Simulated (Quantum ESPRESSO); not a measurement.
## Hf3AlO7F (convergence and cost over cutoff and k mesh)

Computed values, not a measurement. The program is pw.x of Quantum ESPRESSO 7.5 (plane-wave density functional theory). The cell is made up: 12 atoms on a fluorite lattice, with randomly drawn elements, strain and displacements, not relaxed. PseudoDojo standard norm-conserving files (v0.5 for PBE, v0.4.1 for LDA and PBEsol) set the functional; there is no spin polarisation, spin-orbit coupling or dispersion term, and the masses in the input are unused placeholders. A spin-polarised start on this cell or one of its family kept no moment.

The hafnium pseudopotential is less sure than the others, with forces about 3 percent (worst 6) and pressure in oxides about 1.5 GPa (worst 2.7) from a second method in checks, which no rerun with the same files tests.

Input of the run in row 2:

```
&control calculation='scf', pseudo_dir='./dojo.nc.sr.pbe.v0_5.standard.upf', outdir='./o', disk_io='low', tprnfor=.true., tstress=.true. /
&system ibrav=0, nat=12, ntyp=4, nbnd=50, ecutwfc=84.00895049, nosym=.true., tot_charge=0,
 occupations='smearing', smearing='fd', degauss=0.0018374661
/
&electrons conv_thr=7.350e-09, electron_maxstep=60, /
ATOMIC_SPECIES
Al 1.0 Al.upf
F 1.0 F.upf
Hf 1.0 Hf.upf
O 1.0 O.upf
CELL_PARAMETERS angstrom
4.9709 0.0461 -0.0369
0.0461 5.0127 0.0363
-0.0369 0.0363 5.0948
ATOMIC_POSITIONS angstrom
Hf -0.0209 0.0534 -0.0155
Al 0.0037 2.5082 2.5224
Hf 2.5316 0.0087 2.5495
Hf 2.5318 2.5047 0.0524
O 1.2391 1.3143 1.2581
O 1.2289 1.2538 3.7424
O 1.2094 3.8256 1.2922
O 1.1978 3.767 3.8793
O 3.7247 1.3289 1.2389
F 3.7413 1.3268 3.7889
O 3.7473 3.866 1.3273
O 3.7523 3.8549 3.7781
K_POINTS automatic
5 4 4 1 1 1
```

The same cell was run at these settings. Meshes are shifted by half a step, and differences are from the last row, which is itself not exact.

| cutoff (eV) | k mesh | k points solved | threshold (eV) | free energy less the last row's (eV) | pressure (GPa) | largest stress difference (GPa) | largest force difference (eV/Å) | iterations | wall time (s) | k-point pools | processor |
| --- | --- | --- | --- | --- | --- | --- | --- | --- | --- | --- | --- |
| 800 | 2 x 2 x 2 | 4 | 1e-04 | 0.992 | -9.80 | 11.81 | 0.048 | 11 | 31 | 4 | AMD EPYC, older |
| 1143 | 5 x 4 x 4 | 40 | 1e-07 | 0.002 | 1.92 | 0.04 | 0.001 | 14 | 311 | 4 | AMD EPYC, older |
| 1437 | 7 x 6 x 6 | 126 | 1e-07 | 0.000 | 1.95 | 0.00 | 0.000 | 14 | 1650 | 4 | AMD EPYC, older |

Each pool is one process. Wall times include start-up and a band step at six k points, which weighs most on the coarsest meshes. The runs were on shared virtual cores whose load varied, so times are rough.